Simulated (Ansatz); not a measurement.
PbS (NiAs type, space group No. 194), DFT-r²SCAN in the program Ansatz with PAW potentials. The conduction-band minimum lies at M, with 3 equivalent valleys. Second derivatives d²E/dk² of the lowest band at one valley (eV·Å²), along Cartesian directions:

```
direction  d²E/dk²
---------  -------
[100]        55.01
[010]        9.632
[001]        49.20
[110]        32.35
[101]        51.98
[011]        29.41
```

Find the principal effective masses, the density-of-states mass and the conductivity mass.

Off-diagonal terms follow from H_xy = H[110] − (H_xx + H_yy)/2, and m*/mₑ = 7.620 eV·Å² over each eigenvalue: 0.14, 0.15, 0.79. One valley's DOS mass (m₁m₂m₃)^(1/3) = 0.26, conductivity mass 3/(Σ 1/mᵢ) = 0.20 mₑ.

What effective density of states Nc follows at 300 K for parabolic valleys?

Nc = 2.509e19 × 3 × (0.26)^(3/2) ≈ 1.0e19 cm⁻³.

Space group P6_3/mmc (NiAs type). The workflow started from a Materials Project entry (that database holds measured and hypothetical structures alike); the Crystallography Open Database copy checked does not list it. It is not the phase usual at ambient conditions (space group No. 225). Symmetry was held in the r²SCAN relaxation; whether a distortion lowers the energy is not shown. Spin–orbit coupling is left out wherever it is not named.

Potentials: the later of the program's two PAW sets.

Edges and masses are those of Kohn–Sham bands, whose gap is no quasiparticle gap.
